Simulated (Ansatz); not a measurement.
This cell of LiH (rock salt) is off equilibrium:

```
LiH
1.0
    0.00000     4.00712     4.00712
    2.00356     2.00356     4.00712
    2.00356     2.00356     0.00000
H Li
2 2
Direct
  0.95508   0.04492   0.95508
  0.54492   0.95508   0.04492
  0.99881   0.50119   0.49881
  0.50119   0.49881   0.50119
```

The numbers are results of PBE (plane waves to 420 eV, PAW, scalar-relativistic; Ansatz, a first-principles code), not measurements. k mesh 14×14×14 (Γ-centred), Fermi-Dirac smearing 0.05 eV. Compression counts positive. LiH was relaxed with its symmetry unable to fall.

Task: Predict the force on every atom, in eV/Å.

Result: 
```json
[
 {"atom": "H1", "Fx": "0.000", "Fy": "0.496", "Fz": "0.000"},
 {"atom": "H2", "Fx": "0.000", "Fy": "-0.496", "Fz": "0.000"},
 {"atom": "Li3", "Fx": "0.000", "Fy": "0.122", "Fz": "0.000"},
 {"atom": "Li4", "Fx": "0.000", "Fy": "-0.122", "Fz": "0.000"}
]
```

Task: Give the stress tensor in GPa and the pressure.

Result: 
```
  -0.93     0.00     0.00
   0.00     2.42     0.00
   0.00     0.00     0.23
```
The pressure, a third of the trace, is 0.57 GPa.

(A displaced cell: forces are minus the slopes of the energy, force constants its curvatures, and phonons follow from these.)
